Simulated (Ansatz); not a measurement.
**Levels at Γ against strain in TaCuN2**

```yaml
crystal:
  lattice:
    - [1.56800, 0.90529, 5.81267]
    - [-1.56800, 0.90529, 5.81267]
    - [0.00000, -1.81057, 5.81267]
  atoms:
    - { symbol: Ta, position: [0.50000, 0.50000, 0.50000] }
    - { symbol: Cu, position: [0.00000, 0.00000, 0.00000] }
    - { symbol: N, position: [0.11900, 0.11900, 0.11900] }
    - { symbol: N, position: [0.88100, 0.88100, 0.88100] }
```

Atoms are numbered in the order listed.

Conventional cell: a = 3.136 Å, b = 3.136 Å, c = 17.438 Å, α = 90.00°, β = 90.00°, γ = 120.00°. Around Ta (atom 1) lie 6 N at 1.99 Å. Around Cu (atom 2) lie 2 N at 2.08 Å. N (atom 3) has 3 Ta at 1.99 Å and 1 Cu at 2.08 Å as nearest neighbours.

The cell comes from COD entry 4030363, which wasn't checked; take it as a given geometry.

Spin–orbit coupling is left out, though it moves levels of the heavy atoms by tenths of an eV or more.

Method: DFT, PBEsol, all-electron LAPW, scalar-relativistic in Ansatz 0.2.0.

Numerical set-up: a Γ-centred 12×12×12 k mesh, Fermi–Dirac smearing of 0.05 eV, basis error target 1 meV/atom, no spin polarisation.

The cell is scaled evenly. Fractional coordinates are held (clamped ions).

The valence-band top of this crystal doesn't lie at Γ but 0.45 eV above the top filled level there.

Only quantities that a quadratic follows smoothly over the whole series are listed; rougher ones are left out.

```csv
ln(V/Vcell),direct gap at Γ (eV),smallest gap on mesh and path (eV)
-0.0619,1.955,0.814
-0.0408,1.907,0.826
-0.0202,1.861,0.837
-0.0101,1.838,0.842
0.0000,1.815,0.846
0.0100,1.793,0.851
0.0198,1.771,0.855
0.0583,1.686,0.869
```

Task: Fit the series and give the slopes at zero strain.

Result: Least-squares fits y = p0 + p1 x + p2 x² to the rows give direct gap at Γ (eV): p1 = -2.24, p2 = 0.32; smallest gap on mesh and path (eV): p1 = 0.453, p2 = -1.1. So dEg/dln V = -2.2 eV for the direct gap at Γ, which isn't the fundamental gap here: that one has dEg/dln V = 0.5 eV. Semilocal gaps are too small, but their slopes carry over better.

Task: One run, at ln(V/Vcell) = 0.0392, is withheld. Predict its row.

Result: The fits give 1.728, 0.862; the run gave 1.728, 0.862.
